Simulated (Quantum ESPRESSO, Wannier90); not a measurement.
Tight-binding from DFT: InCl (Cmc2₁)

```xyz
4
Lattice="4.4114 0.0000 0.0000 0.0000 0.0000 -4.5442 -2.2057 6.2199 0.0000" Properties=species:S:1:pos:R:3 pbc="T T T"
In    -2.2057     1.4134     1.1365
In     2.2057    -1.4134    -1.1356
Cl     0.0000    -1.9349     1.2083
Cl     0.0000     1.9349    -1.0638
```

Cell from Materials Project (mp-571636), symmetrised, no further relaxation. Not found in the COD (Crystallography Open Database) copy used, which has the formula in other groups; not checked further. Level: PBEsol, spinors with spin-orbit coupling; pw.x of Quantum ESPRESSO at 56 Ry with PseudoDojo potentials, 6×4×6 k-points, Wannier90. Density: 8×8×8 mesh, cold smearing 0.01 Ry.

Bands 1-4 form an isolated set from -14.76 to -14.58 eV relative to the valence-band maximum (on the path) and are turned into 4 Wannier functions by minimising the spread from the start: atomic waves Cl 3s.

Problem. Where do the functions sit, how wide are they and what are they made of?

Solution. 
```tsv
functions	spread (Å²)	nearest atom, distance (Å)	second atom, distance (Å)	weight on atomic waves
4	1.99	Cl 0.22	In 2.66	Cl 3s 77 %, In 4d 15 %, In 5p 7 %
```

Ω_I = 7.95 Å², Ω_total = 7.97 Å²; the interpolated bands follow pw.x to 0.1 meV rms on the path. Only this start was tried; a symmetric start can stop on a saddle, and mixtures of these functions could lower the total by at most Ω_total − Ω_I.
